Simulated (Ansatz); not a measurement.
## YPd$_{3}$: all-electron results

```
CELL_PARAMETERS angstrom
4.09992 0.00000 0.00000
0.00000 4.09992 0.00000
0.00000 0.00000 4.09992
ATOMIC_POSITIONS crystal
Y 0.00000 0.00000 0.00000
Pd 0.50000 0.50000 0.00000
Pd 0.50000 0.00000 0.50000
Pd 0.00000 0.50000 0.50000
```

Atom numbers follow the list: Y1, Pd2, Pd3, Pd4.

Structure from Materials Project entry mp-559 (possibly hypothetical), not relaxed further.

Spin polarisation is left out, and whether a magnetic state lies lower isn't shown here.

Levels of theory: DFT, PBEsol, all-electron LAPW, scalar-relativistic (Ansatz 0.2.0); DFT, PBEsol, PAW with Ansatz's default frozen-core files, scalar-relativistic (Ansatz 0.2.0).

For LAPW: a Γ-centred 10×10×10 k mesh, Fermi–Dirac smearing of 0.05 eV, basis error target 1 meV/atom, no spin polarisation. PAW takes a cutoff of 420 eV at this cell (files made with PBE, cores remade for this functional). The Ansatz runs share mesh, smearing and spin set-up. Values come from LAPW unless marked.

```
Pressure at this cell                                                                                                  : -4.30 GPa
Band gap                                                                                                               : none: with an odd electron count and no spin polarisation the bands can't all be full, a metal in this set-up (spin order or a larger cell could open a gap)
Density of states at the Fermi level (0.2 eV bin)                                                                      : 1.73 states/eV per cell
Löwdin charges (with 0.87 e of the cell spilling out of the atomic basis, so their sizes and signs hang on that basis) : Y1 -0.93, Pd2 0.60 e
Bader charges (from the PAW run)                                                                                       : Y1 +1.64, Pd2 -0.55 e
Volume per atom                                                                                                        : 17.23 Å³
```
